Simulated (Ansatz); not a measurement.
GaCuGeSe4:
Space group I-4 (No. 82); a = b = 5.372 Å, c = 10.616 Å, α = β = γ = 90.00°

```tsv
atom	site	symmetry	x	y	z
Ga	2b	-4..	0.0000	0.0000	0.5000
Cu	2d	-4..	0.5000	0.0000	0.2500
Ge	2c	-4..	0.0000	0.5000	0.2500
Se	8g	1	0.2733	0.2709	0.3832
```
(The calculation used a cell of 7 atoms; values per cell refer to that cell.)

Relaxed with LDA.

Question: Which orbitals make up the states near the band edges in plane-wave PAW LDA (Ansatz code)?

Answer: Top 1 eV of the valence band: Se 4p 58 %, Cu 3d 33 %. Bottom 1 eV of the conduction band: Se 4p 55 %, Ge 4s 24 %. Projections are on Löwdin-orthogonalised atomic valence shells; empty p or d shells of many metals are not among them.

Question: Tabulate the density of states.

Answer: States/eV per cell of 7 atoms, in 0.25 eV bins, energy from the valence-band maximum.

| E (eV) | total | Se 4p | Cu 3d | Ge 4p |
|---|---|---|---|---|
| -7.85 | 0.00 | 0.00 | 0.00 | 0.00 |
| -7.60 | 0.00 | 0.00 | 0.00 | 0.00 |
| -7.35 | 0.00 | 0.00 | 0.00 | 0.00 |
| -7.10 | 0.55 | 0.27 | 0.01 | 0.04 |
| -6.85 | 1.52 | 0.74 | 0.02 | 0.10 |
| -6.60 | 3.90 | 1.84 | 0.08 | 0.15 |
| -6.35 | 2.03 | 0.94 | 0.04 | 0.08 |
| -6.10 | 0.00 | 0.00 | 0.00 | 0.00 |
| -5.85 | 0.29 | 0.18 | 0.00 | 0.05 |
| -5.60 | 1.40 | 0.86 | 0.03 | 0.22 |
| -5.35 | 1.73 | 1.10 | 0.05 | 0.26 |
| -5.10 | 3.04 | 1.97 | 0.12 | 0.48 |
| -4.85 | 3.72 | 2.47 | 0.18 | 0.54 |
| -4.60 | 4.53 | 3.02 | 0.23 | 0.61 |
| -4.35 | 5.41 | 3.51 | 0.39 | 0.71 |
| -4.10 | 5.12 | 3.32 | 0.45 | 0.71 |
| -3.85 | 4.85 | 3.15 | 0.55 | 0.54 |
| -3.60 | 7.35 | 4.84 | 1.31 | 0.40 |
| -3.35 | 8.60 | 5.16 | 2.34 | 0.40 |
| -3.10 | 8.40 | 4.70 | 2.93 | 0.24 |
| -2.85 | 3.56 | 1.85 | 1.28 | 0.08 |
| -2.60 | 7.92 | 3.33 | 3.74 | 0.11 |
| -2.35 | 8.09 | 3.42 | 3.80 | 0.23 |
| -2.10 | 7.27 | 2.57 | 4.01 | 0.17 |
| -1.85 | 6.05 | 1.55 | 3.97 | 0.22 |
| -1.60 | 5.58 | 2.00 | 3.03 | 0.11 |
| -1.35 | 3.96 | 1.62 | 1.84 | 0.10 |
| -1.10 | 6.37 | 2.63 | 2.99 | 0.16 |
| -0.85 | 5.45 | 2.75 | 2.14 | 0.13 |
| -0.60 | 6.87 | 4.07 | 2.20 | 0.16 |
| -0.35 | 3.65 | 2.38 | 0.99 | 0.07 |
| -0.10 | 0.80 | 0.55 | 0.18 | 0.01 |
| 0.15 | 0.00 | 0.00 | 0.00 | 0.00 |
| 0.40 | 0.00 | 0.00 | 0.00 | 0.00 |
| 0.65 | 0.00 | 0.00 | 0.00 | 0.00 |
| 0.90 | 0.04 | 0.02 | 0.00 | 0.00 |
| 1.15 | 0.81 | 0.42 | 0.04 | 0.01 |
| 1.40 | 3.56 | 1.96 | 0.13 | 0.06 |
| 1.65 | 2.97 | 1.66 | 0.09 | 0.07 |
| 1.90 | 2.08 | 1.00 | 0.05 | 0.12 |
| 2.15 | 3.62 | 1.39 | 0.06 | 0.47 |
| 2.40 | 2.90 | 1.00 | 0.04 | 0.55 |
| 2.65 | 2.91 | 0.89 | 0.04 | 0.70 |
| 2.90 | 2.38 | 0.57 | 0.02 | 0.73 |
| 3.15 | 4.26 | 0.96 | 0.03 | 1.45 |
| 3.40 | 3.08 | 0.72 | 0.03 | 1.06 |
| 3.65 | 2.87 | 0.73 | 0.02 | 0.94 |
| 3.90 | 4.21 | 1.16 | 0.02 | 1.31 |
| 4.15 | 4.36 | 1.21 | 0.02 | 1.21 |
| 4.40 | 2.75 | 0.67 | 0.01 | 0.57 |
| 4.65 | 3.91 | 0.81 | 0.01 | 0.43 |
| 4.90 | 3.26 | 0.66 | 0.01 | 0.34 |
| 5.15 | 6.14 | 1.27 | 0.02 | 0.63 |
| 5.40 | 5.25 | 1.12 | 0.02 | 0.62 |
| 5.65 | 3.62 | 0.73 | 0.01 | 0.41 |

The workflow started from a Materials Project entry (that database holds measured and hypothetical structures alike); the Crystallography Open Database copy checked does not list it. Whether it is the stable phase at ambient conditions was not checked. Symmetry was held in the LDA relaxation; of distortions, only those at the zone centre were tested. The run is not spin-polarised. Scalar-relativistic: spin–orbit coupling is off unless named, which matters more the heavier the elements.

Potentials: the later of the program's two PAW sets.
